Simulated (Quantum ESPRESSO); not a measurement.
```cif
data_Ag4Al4Cl24K8
_chemical_formula_sum 'Al4 Cl24 K8 Ag4'
_space_group_name_H-M_alt 'Fm-3m'
_space_group_IT_number 225
_space_group_name_Hall '-F 4 2 3'
_cell_length_a 10.14507
_cell_length_b 10.14507
_cell_length_c 10.14507
_cell_angle_alpha 90.000
_cell_angle_beta 90.000
_cell_angle_gamma 90.000
loop_
_atom_site_label
_atom_site_type_symbol
_atom_site_symmetry_multiplicity
_atom_site_Wyckoff_symbol
_atom_site_fract_x
_atom_site_fract_y
_atom_site_fract_z
_atom_site_occupancy
Al1 Al 4 a 0.00000 0.00000 0.00000 1
Cl1 Cl 24 e 0.00000 0.00000 0.23145 1
K1 K 8 c 0.25000 0.25000 0.25000 1
Ag1 Ag 4 b 0.50000 0.50000 0.50000 1
```
(The calculation used a cell of 10 atoms; values per cell refer to that cell.)

The geometry is that of Materials Project entry mp-1111973, symmetrised and not relaxed again.

**Question.** What does PBEsol (pw.x of Quantum ESPRESSO, ONCV potentials, scalar-relativistic) give for the electronic structure near the Fermi level?

**Answer.** The PBEsol gap is direct, 2.09 eV at Γ. Spin-orbit splittings are left out.

The structure is a Materials Project entry; no match was found in the copy of COD used, and its stability was not checked.
